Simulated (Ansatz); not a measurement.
# LaScHO2: computed property card

LaScHO₂:
```xyz
5
Lattice="4.1026 0.0000 0.0000 0.0000 4.1026 0.0000 0.0000 0.0000 3.7125" Properties=species:S:1:pos:R:3 pbc="T T T"
La     2.0513     2.0513     1.8563
Sc     0.0000     0.0000     0.0000
O      2.0513     0.0000     0.0000
O      0.0000     2.0513     0.0000
H      0.0000     0.0000     1.8563
```

Space group P4/mmm (No. 123); conventional cell a = b = 4.103 Å, c = 3.713 Å, α = β = γ = 90.00°.

Method: PBEsol (plane waves, PAW; program Ansatz). The cell and atoms are relaxed at this level. Other levels are named where they apply.

**Cell and energy**

| Property | Value |
|---|---|
| Volume per atom | 12.50 Å³ |
| Density | 5.76 g/cm³ |
| Formation energy from the elements (no fitted shifts) | -2.40 eV/atom |

**Electronic structure**

| Quantity | Result |
|---|---|
| Electronic character | metallic (no gap) |
| Density of states at the Fermi level | 0.65 states/eV per atom (mean over ±0.08 eV) |
| Gap with spin–orbit coupling | none (metallic) |

**Mechanics**

| Item | Result |
|---|---|
| Bulk modulus (Birch–Murnaghan fit) | 1320 kbar |
| Pressure derivative B′ | 4.4 |

The start of the workflow was typed in or built on a structure type; neither database checked (COD, Materials Project) lists it. Its standing as an ambient phase is unchecked. The PBEsol relaxation kept the symmetry of its start; whether a distortion lowers the energy is not shown. No spin polarisation was allowed. With an odd number of electrons in the cell and no spin polarisation, the count alone makes it a metal. The references are the lowest solids computed at this level, not always the standard phases (solids in place of the gases). Spin–orbit coupling is left out wherever it is not named.

Potentials: the earlier of the program's two PAW sets. The files were generated under PBE; for other functionals the program regenerates the frozen cores, and for LDA and PBEsol the local potential too.
